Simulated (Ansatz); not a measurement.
K:
```
CELL_PARAMETERS angstrom
     -2.64074     2.64074     2.64074
      2.64074    -2.64074     2.64074
      2.64074     2.64074    -2.64074
ATOMIC_POSITIONS crystal
  K  0.00000 0.00000 0.00000
```

Relaxed with PBE. Special points in fractions of this cell's reciprocal vectors: Γ (0.000, 0.000, 0.000); H (0.500, -0.500, 0.500); N (0.000, 0.000, 0.500); P (0.250, 0.250, 0.250).

**Question.** List the band energies nearest the Fermi level at these points for PBE in the plane-wave PAW code Ansatz.

**Answer.** In eV from the Fermi level; about four levels below and three above (degenerate sets whole), none deeper than 8.9 eV; points with the same levels are listed once.

| k | below | above |
|---|---|---|
| Γ | -2.18 | 4.25 4.25 4.25 |
| H | – | 1.65 1.65 3.44 3.44 3.44 |
| N | – | 0.42 0.66 3.14 |
| P | – | 1.44 1.44 1.44 |

Space group Im-3m (bcc (W type)). The cell was relaxed with PBE under the symmetry of its start.

Potentials: the later of the program's two PAW sets.
